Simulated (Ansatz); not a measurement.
MgO:
```xyz
12
Lattice="3.2563 0.0000 0.0000 -1.6281 2.8200 0.0000 0.0000 0.0000 15.4864" Properties=species:S:1:pos:R:3 pbc="T T T"
Mg     1.6281     0.9400    10.0357
Mg     1.6281     0.9400    15.1649
Mg     0.0000     1.8800    12.6002
Mg     0.0000     1.8800     7.4620
Mg     0.0000     1.8800     2.2833
Mg     0.0000     0.0000     4.8572
O      1.6281     0.9400    13.1906
O      1.6281     0.9400     8.0609
O      0.0000     1.8800     0.2884
O      0.0000     1.8800    10.6260
O      0.0000     1.8800     5.4672
O      0.0000     0.0000     2.8822
```

Cartesian axes are those of the cell as given.

Give the proper piezoelectric stress tensor with relaxed ions from plane-wave PAW r²SCAN (Ansatz code).

In C/m², rows x, y, z, Voigt columns; mesh uncertainty up to 0.00.
```
 0.00   0.00   0.00   0.00   0.41   0.00
 0.00   0.00   0.00   0.41   0.00   0.00
 0.58   0.58  -1.37   0.00   0.00   0.00
```

The elastic tensor of the same run (GPa):

```csv
,1,2,3,4,5,6
1,202,105,83.6,0.0,0.0,0.0
2,105,202,83.6,0.0,0.0,0.0
3,83.6,83.6,185,0.0,0.0,0.0
4,0.0,0.0,0.0,53.8,0.0,0.0
5,0.0,0.0,0.0,0.0,53.8,0.0
6,0.0,0.0,0.0,0.0,0.0,48.4
```

Convert to strain constants d = e·S.

In pC/N:
```
  0.0    0.0    0.0    0.0    7.7    0.0
  0.0    0.0    0.0    7.7    0.0    0.0
  5.2    5.2  -12.1    0.0    0.0    0.0
```

Space group P3m1. The workflow started from a Materials Project entry (that database holds measured and hypothetical structures alike); the Crystallography Open Database copy checked does not list it. It is not the phase usual at ambient conditions (space group No. 225). The cell was relaxed with r²SCAN under the symmetry of its start; its stability against distortions is not shown here. Signs of piezoelectric constants follow the polarity of the cell as given.

Potentials: the later of the program's two PAW sets.
